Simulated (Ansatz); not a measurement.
SnMo₂C:
```
SnMo2C
1.0
    3.15805     0.00000     0.00000
   -1.57903     2.73496     0.00000
    0.00000     0.00000    13.37251
Sn Mo C
2 4 2
Cartesian
  0.00000   1.82330  10.02938
  1.57903   0.91165   3.34313
  0.00000   1.82330   1.08399
  1.57903   0.91165   7.77024
  1.57903   0.91165  12.28852
  0.00000   1.82330   5.60226
  0.00000   0.00000   0.00000
  0.00000   0.00000   6.68625
```

Relaxed with PBEsol. Special points in fractions of this cell's reciprocal vectors: Γ (0.000, 0.000, 0.000); M (0.500, 0.000, 0.000); K (0.333, 0.333, 0.000); A (0.000, 0.000, 0.500); L (0.500, 0.000, 0.500); H (0.333, 0.333, 0.500).

Problem. List the band energies nearest the Fermi level at these points for PBEsol (plane waves, PAW; program Ansatz).

Solution. In eV from the Fermi level; about four levels below and three above (degenerate sets whole), none deeper than 8.9 eV; points with the same levels are listed once.

```tsv
k	below	above
Γ	-0.48 -0.48 -0.29 -0.29	1.03 1.03 1.05 1.05
M	-4.08 -3.03 -3.01 -0.09	0.12 0.47 0.52
K	-0.97 -0.97 -0.73 -0.05 -0.05	0.10 1.41 1.41
A	-0.38 -0.38 -0.38 -0.38	1.04 1.04 1.04 1.04
L	-4.09 -4.09 -3.02 -3.02	0.17 0.17 0.29 0.29
H	-1.82 -1.82 -1.16 -1.16	0.42 0.42 0.69 0.69
```

Space group P6_3/mmc. The start of the workflow was typed in or built on a structure type; neither database checked (COD, Materials Project) lists it. Its standing as an ambient phase is unchecked. The cell was relaxed with PBEsol under the symmetry of its start; whether a distortion lowers the energy is not shown. No spin polarisation was allowed. Scalar-relativistic: spin–orbit coupling is off unless named, which matters more the heavier the elements.

Potentials: the earlier of the program's two PAW sets. The files were generated under PBE; for other functionals the program regenerates the frozen cores, and for LDA and PBEsol the local potential too.
